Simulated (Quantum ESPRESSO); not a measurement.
Ti4O6NF, finding a planted mistake in a log

A calculation, not a measurement. The program is pw.x of Quantum ESPRESSO 7.5 (plane-wave density functional theory). The cell is made up: 12 atoms on a rutile lattice, with randomly drawn elements, strain and displacements, not relaxed. PseudoDojo standard norm-conserving files (v0.5 for PBE, v0.4.1 for LDA and PBEsol) set the functional; there is no spin polarisation, spin-orbit coupling or dispersion term, and the masses in the input are unused placeholders.

Intended input:

```
&control calculation='scf', pseudo_dir='./dojo.nc.sr.pbe.v0_5.standard.upf', outdir='./o', disk_io='low', tprnfor=.true., tstress=.true. /
&system ibrav=0, nat=12, ntyp=4, nbnd=54, ecutwfc=84.00895049, nosym=.true., tot_charge=0,
 occupations='smearing', smearing='fd', degauss=0.0018374661
/
&electrons conv_thr=7.350e-09, electron_maxstep=60, /
ATOMIC_SPECIES
F 1.0 F.upf
N 1.0 N.upf
O 1.0 O.upf
Ti 1.0 Ti.upf
CELL_PARAMETERS angstrom
4.6966 0.0347 0.0276
0.0347 4.5952 -0.0152
0.0352 -0.0194 5.8163
ATOMIC_POSITIONS angstrom
Ti -0.0016 0.001 0.0238
Ti 2.3666 2.3053 1.5142
Ti 0.0371 -0.0183 2.9396
Ti 2.4143 2.2707 4.3768
O 1.4341 1.3726 0.1621
O 3.2753 3.2045 -0.048
O 3.7858 1.0057 1.4743
N 0.9629 3.7059 1.4458
O 1.4349 1.2991 2.8902
F 3.3611 3.2121 2.9314
O 3.7379 0.8668 4.4815
O 1.0121 3.6714 4.3069
K_POINTS automatic
5 5 4 1 1 1
```

The log is shortened where brackets say so; the opening notice, blank lines, dates and the lines on written files are dropped, and the path of the files is cut. It prints rydbergs, bohrs and kilobars, and counts compression as positive stress. Where no state is partly filled, the Fermi energy that it prints is only some level between the filled and the empty states on the mesh, and need not lie in the true gap.

Log of the intended run:

```
     Program PWSCF v.7.5
     Parallel version (MPI & OpenMP), running on       4 processor cores
     Number of MPI processes:                 4
     Threads/MPI process:                     1
     [start-up lines left out]
     bravais-lattice index     =            0
     lattice parameter (alat)  =       8.8757  a.u.
     unit-cell volume          =     847.0066 (a.u.)^3
     number of atoms/cell      =           12
     number of atomic types    =            4
     number of electrons       =        96.00
     number of Kohn-Sham states=           54
     kinetic-energy cutoff     =      84.0090  Ry
     charge density cutoff     =     336.0358  Ry
     scf convergence threshold =      7.3E-09
     mixing beta               =       0.7000
     number of iterations used =            8  plain     mixing
     Exchange-correlation= PBE
                           (   1   4   3   4   0   0   0)
     [axes and pseudopotential details left out]
   Cartesian axes
     site n.     atom                  positions (alat units)
         1        Ti     tau(   1) = (  -0.0003407   0.0002129   0.0050673  )
         2        Ti     tau(   2) = (   0.5038740   0.4908226   0.3223891  )
         3        Ti     tau(   3) = (   0.0078990  -0.0038963   0.6258717  )
         4        Ti     tau(   4) = (   0.5140298   0.4834559   0.9318667  )
         5        O      tau(   5) = (   0.3053349   0.2922409   0.0345128  )
         6        O      tau(   6) = (   0.6973458   0.6822717  -0.0102197  )
         7        O      tau(   7) = (   0.8060366   0.2141241   0.3138939  )
         8        N      tau(   8) = (   0.2050115   0.7890250   0.3078260  )
         9        O      tau(   9) = (   0.3055053   0.2765920   0.6153539  )
        10        F      tau(  10) = (   0.7156135   0.6838898   0.6241258  )
        11        O      tau(  11) = (   0.7958381   0.1845508   0.9541584  )
        12        O      tau(  12) = (   0.2154867   0.7816796   0.9169842  )
     number of k points=    50  Fermi-Dirac smearing, width (Ry)=  0.0018
                       cart. coord. in units 2pi/alat
        k(    1) = (   0.0986607   0.1017992   0.1006831), wk =   0.0400000
        k(    2) = (   0.0974692   0.1024760   0.3025739), wk =   0.0400000
     [further k points left out]
     Dense  grid:    88057 G-vectors     FFT dimensions: (  54,  54,  72)
     Estimated max dynamical RAM per process >     257.73 MB
     Estimated total dynamical RAM >     966.42 MB
     Initial potential from superposition of free atoms
     starting charge      95.9936, renormalised to      96.0000
     Starting wfcs are   72 randomized atomic wfcs
     total cpu time spent up to now is        9.5 secs
     per-process dynamical memory:   207.3 Mb
     Self-consistent Calculation
     iteration #  1     ecut=    84.01 Ry     beta= 0.70
     Davidson diagonalization with overlap
     ethr =  1.00E-02,  avg # of iterations =  2.0
     total cpu time spent up to now is       23.5 secs
     total energy              =    -741.32142785 Ry
     estimated scf accuracy    <       5.86938963 Ry
     iteration #  2     ecut=    84.01 Ry     beta= 0.70
     Davidson diagonalization with overlap
     ethr =  6.11E-03,  avg # of iterations =  7.0
     total cpu time spent up to now is       52.8 secs
     total energy              =    -734.47318617 Ry
     estimated scf accuracy    <      75.52222444 Ry
     [iterations 3 to 20 left out]
     iteration # 21     ecut=    84.01 Ry     beta= 0.70
     Davidson diagonalization with overlap
     ethr =  4.35E-11,  avg # of iterations =  1.8
     total cpu time spent up to now is      397.0 secs
     total energy              =    -744.58964825 Ry
     estimated scf accuracy    <       0.00000001 Ry
     iteration # 22     ecut=    84.01 Ry     beta= 0.70
     Davidson diagonalization with overlap
     ethr =  1.22E-11,  avg # of iterations =  5.0
     total cpu time spent up to now is      417.1 secs
     End of self-consistent calculation
     [lines on levels left out]
     the Fermi energy is    10.2945 ev
!    total energy              =    -744.58964825 Ry
     estimated scf accuracy    <          1.0E-09 Ry
     smearing contrib. (-TS)   =      -0.00000000 Ry
     internal energy E=F+TS    =    -744.58964825 Ry
     The total energy is F=E-TS. E is the sum of the following terms:
     one-electron contribution =    -254.69169985 Ry
     hartree contribution      =     175.03566834 Ry
     xc contribution           =    -137.22156440 Ry
     ewald contribution        =    -527.71205234 Ry
     convergence has been achieved in  22 iterations
     Forces acting on atoms (cartesian axes, Ry/au):
     atom    1 type  4   force =     0.03004564   -0.02259963    0.07680297
     atom    2 type  4   force =    -0.09109577   -0.02076452   -0.12897595
     atom    3 type  4   force =     0.09097173    0.04210881   -0.08267958
     atom    4 type  4   force =    -0.05434257   -0.05262818    0.14812123
     atom    5 type  3   force =     0.02566611    0.02787973   -0.06806272
     atom    6 type  3   force =    -0.00991008   -0.00964096   -0.01088604
     atom    7 type  3   force =     0.01231549   -0.02953093    0.02754464
     atom    8 type  2   force =    -0.01731074   -0.00825981    0.03018554
     atom    9 type  3   force =     0.04063138    0.05547810    0.03409286
     atom   10 type  1   force =    -0.00426729   -0.00014838    0.02160555
     atom   11 type  3   force =    -0.01945560    0.03283769   -0.05783862
     atom   12 type  3   force =    -0.00324831   -0.01473193    0.01009013
     Total force =     0.313323     Total SCF correction =     0.000103
     Computing stress (Cartesian axis) and pressure
          total   stress  (Ry/bohr**3)                   (kbar)     P=       78.26
   0.00028022   0.00016910   0.00004648           41.22       24.88        6.84
   0.00016910   0.00049182  -0.00001036           24.88       72.35       -1.52
   0.00004648  -0.00001036   0.00082391            6.84       -1.52      121.20
     init_run     :      9.07s CPU      9.39s WALL (       1 calls)
     electrons    :    405.61s CPU    407.67s WALL (       1 calls)
     forces       :      2.22s CPU      2.26s WALL (       1 calls)
     stress       :      7.47s CPU      7.47s WALL (       1 calls)
     [timing details left out]
     PWSCF        :   7m 4.59s CPU   7m 7.12s WALL
     JOB DONE.
```

A second run was made from an input with one planted mistake. Its log:

```
     Program PWSCF v.7.5
     Parallel version (MPI & OpenMP), running on       4 processor cores
     Number of MPI processes:                 4
     Threads/MPI process:                     1
     [start-up lines left out]
     bravais-lattice index     =            0
     lattice parameter (alat)  =       8.8757  a.u.
     unit-cell volume          =     847.0066 (a.u.)^3
     number of atoms/cell      =           12
     number of atomic types    =            4
     number of electrons       =        96.00
     number of Kohn-Sham states=           54
     kinetic-energy cutoff     =      84.0090  Ry
     charge density cutoff     =     336.0358  Ry
     scf convergence threshold =      7.3E-09
     mixing beta               =       0.7000
     number of iterations used =            8  plain     mixing
     Exchange-correlation= SLA  PW   NOGX NOGC
                           (   1   4   0   0   0   0   0)
     [axes and pseudopotential details left out]
   Cartesian axes
     site n.     atom                  positions (alat units)
         1        Ti     tau(   1) = (  -0.0003407   0.0002129   0.0050673  )
         2        Ti     tau(   2) = (   0.5038740   0.4908226   0.3223891  )
         3        Ti     tau(   3) = (   0.0078990  -0.0038963   0.6258717  )
         4        Ti     tau(   4) = (   0.5140298   0.4834559   0.9318667  )
         5        O      tau(   5) = (   0.3053349   0.2922409   0.0345128  )
         6        O      tau(   6) = (   0.6973458   0.6822717  -0.0102197  )
         7        O      tau(   7) = (   0.8060366   0.2141241   0.3138939  )
         8        N      tau(   8) = (   0.2050115   0.7890250   0.3078260  )
         9        O      tau(   9) = (   0.3055053   0.2765920   0.6153539  )
        10        F      tau(  10) = (   0.7156135   0.6838898   0.6241258  )
        11        O      tau(  11) = (   0.7958381   0.1845508   0.9541584  )
        12        O      tau(  12) = (   0.2154867   0.7816796   0.9169842  )
     number of k points=    50  Fermi-Dirac smearing, width (Ry)=  0.0018
                       cart. coord. in units 2pi/alat
        k(    1) = (   0.0986607   0.1017992   0.1006831), wk =   0.0400000
        k(    2) = (   0.0974692   0.1024760   0.3025739), wk =   0.0400000
     [further k points left out]
     Dense  grid:    88057 G-vectors     FFT dimensions: (  54,  54,  72)
     Estimated max dynamical RAM per process >     257.73 MB
     Estimated total dynamical RAM >     966.42 MB
     Initial potential from superposition of free atoms
     starting charge      95.9946, renormalised to      96.0000
     Starting wfcs are   72 randomized atomic wfcs
     total cpu time spent up to now is        9.4 secs
     per-process dynamical memory:   207.3 Mb
     Self-consistent Calculation
     iteration #  1     ecut=    84.01 Ry     beta= 0.70
     Davidson diagonalization with overlap
     ethr =  1.00E-02,  avg # of iterations =  2.0
     total cpu time spent up to now is       23.3 secs
     total energy              =    -740.89392714 Ry
     estimated scf accuracy    <       5.62638197 Ry
     iteration #  2     ecut=    84.01 Ry     beta= 0.70
     Davidson diagonalization with overlap
     ethr =  5.86E-03,  avg # of iterations =  6.8
     total cpu time spent up to now is       51.3 secs
     total energy              =    -734.42123117 Ry
     estimated scf accuracy    <      72.99573853 Ry
     [iterations 3 to 22 left out]
     iteration # 23     ecut=    84.01 Ry     beta= 0.70
     Davidson diagonalization with overlap
     ethr =  2.04E-11,  avg # of iterations =  1.1
     total cpu time spent up to now is      431.2 secs
     total energy              =    -744.08583804 Ry
     estimated scf accuracy    <       0.00000001 Ry
     iteration # 24     ecut=    84.01 Ry     beta= 0.70
     Davidson diagonalization with overlap
     ethr =  1.11E-11,  avg # of iterations =  4.9
     total cpu time spent up to now is      448.5 secs
     End of self-consistent calculation
     [lines on levels left out]
     the Fermi energy is     9.8731 ev
!    total energy              =    -744.08583804 Ry
     estimated scf accuracy    <          9.4E-10 Ry
     smearing contrib. (-TS)   =      -0.00000000 Ry
     internal energy E=F+TS    =    -744.08583804 Ry
     The total energy is F=E-TS. E is the sum of the following terms:
     one-electron contribution =    -255.10411432 Ry
     hartree contribution      =     173.93594920 Ry
     xc contribution           =    -135.20562059 Ry
     ewald contribution        =    -527.71205234 Ry
     convergence has been achieved in  24 iterations
     Forces acting on atoms (cartesian axes, Ry/au):
     atom    1 type  4   force =     0.02748427   -0.01949246    0.07403228
     atom    2 type  4   force =    -0.08767412   -0.02426778   -0.12672201
     atom    3 type  4   force =     0.09072785    0.04100975   -0.07857480
     atom    4 type  4   force =    -0.04996641   -0.04946160    0.14585498
     atom    5 type  3   force =     0.02841253    0.02995434   -0.06329270
     atom    6 type  3   force =    -0.01397404   -0.01384053   -0.01260506
     atom    7 type  3   force =     0.01369130   -0.03102671    0.02548065
     atom    8 type  2   force =    -0.01983729   -0.00455019    0.02995632
     atom    9 type  3   force =     0.04176331    0.05667093    0.03083698
     atom   10 type  1   force =    -0.00839213   -0.00385501    0.02167983
     atom   11 type  3   force =    -0.01558595    0.02979871   -0.05550841
     atom   12 type  3   force =    -0.00664932   -0.01093944    0.00886194
     Total force =     0.305840     Total SCF correction =     0.000076
     Computing stress (Cartesian axis) and pressure
          total   stress  (Ry/bohr**3)                   (kbar)     P=      -50.83
  -0.00056094   0.00015135   0.00003088          -82.52       22.26        4.54
   0.00015135  -0.00034288  -0.00001184           22.26      -50.44       -1.74
   0.00003088  -0.00001184  -0.00013276            4.54       -1.74      -19.53
     init_run     :      8.86s CPU      9.19s WALL (       1 calls)
     electrons    :    436.98s CPU    439.16s WALL (       1 calls)
     forces       :      2.13s CPU      2.16s WALL (       1 calls)
     stress       :      7.28s CPU      7.29s WALL (       1 calls)
     [timing details left out]
     PWSCF        :   7m35.51s CPU   7m38.18s WALL
     JOB DONE.
```

Question: what was wrong in the second input?

Answer: the files are those of another functional. The input lines that differ, file-writing options aside:

```
- &control calculation='scf', pseudo_dir='./dojo.nc.sr.pbe.v0_5.standard.upf', outdir='./o', disk_io='low', tprnfor=.true., tstress=.true. /
+ &control calculation='scf', pseudo_dir='./dojo.nc.sr.lda.v0_4_1.standard.upf', outdir='./o', disk_io='low', tprnfor=.true., tstress=.true. /
```

```
                                            intended run  run with the mistake
                          free energy (eV)    -10130.658            -10123.804
                    smearing term -TS (eV)        0.0000                0.0000
                            pressure (GPa)          7.83                 -5.08
            largest force component (eV/Å)         3.808                 3.750
largest change of a force component (eV/Å)                               0.123
                                iterations            22                    24
```

For scale, a rerun of the intended cell at a cutoff of 1437 eV and k mesh 7 x 7 x 6 moved values by no more than 0.004 eV in energy, 0.05 GPa in stress and 0.002 eV/Å in force. Files of another functional have another zero of energy, so the energy change says nothing on stability.